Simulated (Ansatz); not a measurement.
Input:

ZnCu:
```xyz
2
Lattice="2.9186 0.0000 0.0000 0.0000 2.9186 0.0000 0.0000 0.0000 2.9186" Properties=species:S:1:pos:R:3 pbc="T T T"
Zn     1.4593     1.4593     1.4593
Cu     0.0000     0.0000     0.0000
```

This is the r²SCAN-relaxed structure.

Problem. All from the program Ansatz at the r²SCAN level (PAW), unless another level is named. Give the density of states at the Fermi level.

Solution. 0.24 states/eV per atom (mean over ±0.08 eV).

Problem. Give the formation energy from the elements (no fitted shifts).

Solution. -0.11 eV/atom.

Space group Pm-3m (CsCl type). The cell was relaxed with r²SCAN under the symmetry of its start. No spin polarisation was allowed. The references are the lowest solids computed at this level, not always the standard phases.

Potentials: the later of the program's two PAW sets.
